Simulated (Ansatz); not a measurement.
BAs (zinc blende, F-43m), plane-wave PAW PBEsol (Ansatz code). The conduction-band minimum lies on the Γ–X line, 80 % of the way from Γ, with 6 equivalent valleys. Second derivatives d²E/dk² of the lowest band at one valley (eV·Å²), along Cartesian directions:…

```csv
direction,d²E/dk²
[100],6.963
[010],36.02
[001],36.02
[110],21.50
[101],21.50
[011],35.94
```

Question: Find the principal effective masses, the density-of-states mass and the conductivity mass.

Answer: Off-diagonal terms follow from H_xy = H[110] − (H_xx + H_yy)/2, and m*/mₑ = 7.620 eV·Å² over each eigenvalue: 0.21, 0.21, 1.1. One valley's DOS mass (m₁m₂m₃)^(1/3) = 0.37, conductivity mass 3/(Σ 1/mᵢ) = 0.29 mₑ.

Question: What effective density of states Nc follows at 300 K for parabolic valleys?

Answer: Nc = 2.509e19 × 6 × (0.37)^(3/2) ≈ 3.4e19 cm⁻³.

The cell was relaxed with PBEsol under the symmetry of its start. Scalar-relativistic: spin–orbit coupling is off unless named, which matters more the heavier the elements.

Potentials: the earlier of the program's two PAW sets. The files were generated under PBE; for other functionals the program regenerates the frozen cores, and for LDA and PBEsol the local potential too.

Edges and masses are those of Kohn–Sham bands, whose gap is no quasiparticle gap.
